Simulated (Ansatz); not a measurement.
Input:

Nb$_{2}$C:
```xyz
12
Lattice="10.8680 0.0000 0.0000 0.0000 3.0733 0.0000 0.0000 0.0000 4.9479" Properties=species:S:1:pos:R:3 pbc="T T T"
Nb     3.2180     2.3050     3.6426
Nb     7.6501     0.7683     1.3053
Nb     2.2161     0.7683     1.1686
Nb     8.6520     2.3050     3.7793
Nb     5.9244     0.7683     3.7315
Nb     4.9436     2.3050     1.2164
Nb    10.3776     2.3050     1.2575
Nb     0.4904     0.7683     3.6904
C      4.0779     0.7683     4.9060
C      6.7901     2.3050     0.0419
C      1.3561     2.3050     2.4320
C      9.5120     0.7683     2.5159
```

This is the PBEsol-relaxed structure.

**Question.** All from plane-wave PAW PBEsol (Ansatz code), unless another level is named. Estimate the electronic character.

**Answer.** metallic (no gap).

**Question.** And the formation energy from the elements (no fitted shifts)?

**Answer.** -0.56 eV/atom.

**Question.** Give the density of states at the Fermi level.

**Answer.** 0.25 states/eV per atom (mean over ±0.08 eV).

**Question.** Predict the gap with spin–orbit coupling.

**Answer.** none (metallic).

Space group Pnma. The workflow started from a Materials Project entry (that database holds measured and hypothetical structures alike); the Crystallography Open Database copy checked does not list it. Whether it is the stable phase at ambient conditions was not checked. The cell was relaxed with PBEsol under the symmetry of its start; whether a distortion lowers the energy is not shown. The run is not spin-polarised. The references are the lowest solids computed at this level, not always the standard phases. Scalar-relativistic: spin–orbit coupling is off unless named, which matters more the heavier the elements.

Potentials: the earlier of the program's two PAW sets. The files were generated under PBE; for other functionals the program regenerates the frozen cores, and for LDA and PBEsol the local potential too.
